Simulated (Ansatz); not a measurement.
The calculation used Ansatz 0.2.0, DFT PBE, scalar-relativistic, plane waves, PAW. All cells share a 420 eV cutoff and Γ-centred k meshes spaced at most about 0.3 Å⁻¹ (about 0.25 or finer for metals, 2π included). No spin polarisation in the final relaxations.

These are static total energies at zero pressure.

Two forms of Ba5Y3 were relaxed alike.

A.

```
CELL_PARAMETERS angstrom
7.58343 0.00000 0.00000
-3.79171 6.56744 0.00000
0.00000 0.00000 7.26449
ATOMIC_POSITIONS crystal
Ba 0.50000 0.00000 0.00000
Ba 0.00000 0.50000 0.00000
Ba 0.50000 0.50000 0.00000
Ba 0.00000 0.00000 0.00000
Ba 0.00000 0.00000 0.50000
Y 0.50000 0.00000 0.50000
Y 0.00000 0.50000 0.50000
Y 0.50000 0.50000 0.50000
```

B.

```
CELL_PARAMETERS angstrom
6.94350 -4.00691 0.00000
6.94350 4.00691 0.00000
-2.34437 0.00000 6.60726
ATOMIC_POSITIONS crystal
Ba 0.24138 0.75862 0.00000
Ba 0.75496 0.75496 0.01640
Ba 0.24504 0.24504 0.98360
Ba 0.75862 0.24138 0.00000
Ba 0.50000 0.50000 0.50000
Y 0.00000 0.00000 0.50000
Y 0.50000 0.00000 0.50000
Y 0.00000 0.50000 0.50000
```

Task: Which form is favoured at zero pressure, and by what margin per atom?

Result: B is lower, by 214 meV/atom. A has space group P6/mmm (No. 191), 45.2 Å³/atom and no gap on its mesh; B has Ba and Y ordered on fcc sites, space group C2/m (No. 12), 46.0 Å³/atom and no gap. Counting all near atoms (those within 1.25 times the shortest distance at each site), A has Ba 8, Y 8 and B has Ba 12, Y 12. Even the lower one lies +0.27 eV/atom against the reference forms of the elements (uncorrected), so neither is stable at this level. In A, around Ba on a site of symmetry mmm lie 2 Y at 3.63 Å and 6 Ba at 3.79 Å; Ba on a site of symmetry 6/mmm has 8 Ba at 3.63–3.79 Å; Y is surrounded by 4 Ba at 3.63–3.79 Å and 4 Y at 3.79 Å; 1 more site not described. In B, Ba on a site of symmetry 2 has 8 Ba at 3.87–4.15 Å and 4 Y at 4.00–4.03 Å; Ba on a site of symmetry m has 5 Y at 3.92–4.12 Å and 7 Ba at 3.95–4.13 Å; Y on a site of symmetry 2/m is surrounded by 8 Ba at 3.92–4.01 Å and 4 Y at 4.01 Å; 2 more sites not described. Both come from invented guesses.

A magnetic state wasn't ruled out in cells without spin, among them P6/mmm, C2/m. Cells relaxed within their symmetry can be saddle points. The C2/m cell of Ba5Y3 came from shaking the P6/mmm one.
